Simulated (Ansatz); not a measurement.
MoPt:
```yaml
crystal:
  lattice:
    - [0.00000, 2.60820, 2.60820]
    - [2.60820, 0.00000, 2.60820]
    - [2.60820, 2.60820, 0.00000]
  atoms:
    - { symbol: Pt, position: [0.00000, 0.00000, 0.00000] }
    - { symbol: Mo, position: [0.50000, 0.50000, 0.50000] }
```

Relaxed with r²SCAN. Special points in fractions of this cell's reciprocal vectors: Γ (0.000, 0.000, 0.000); X (0.500, 0.000, 0.500); U (0.625, 0.250, 0.625); K (0.375, 0.375, 0.750); L (0.500, 0.500, 0.500); W (0.500, 0.250, 0.750).

Task: List the band energies nearest the Fermi level at these points for r²SCAN with spin–orbit coupling (plane waves, PAW; program Ansatz).

Result: In eV from the Fermi level; about four levels below and three above (degenerate sets whole), none deeper than 8.9 eV; points with the same levels are listed once.

```
k                                below                above
-  -----------------------------------  -------------------
Γ  -5.61 -5.61 -5.61 -5.61 -5.27 -5.27  1.32 1.32 1.32 1.32
X              -2.71 -2.71 -1.00 -1.00  0.50 0.50 0.61 0.61
U              -0.72 -0.72 -0.03 -0.03  0.42 0.42 0.59 0.59
L              -1.63 -1.63 -0.06 -0.06  0.02 0.02 2.05 2.05
W              -2.92 -2.92 -1.50 -1.50  0.10 0.10 0.18 0.18
```

Space group Fm-3m (rock salt). The start of the workflow was typed in or built on a structure type; neither database checked (COD, Materials Project) lists it. Its standing as an ambient phase is unchecked. Symmetry was held in the r²SCAN relaxation; its stability against distortions is not shown here. No spin polarisation was allowed. The volume moved by 16 % from the start of the relaxation. Its formation energy is positive at this level, so the cell may be metastable or incomplete.

Potentials: the earlier of the program's two PAW sets.
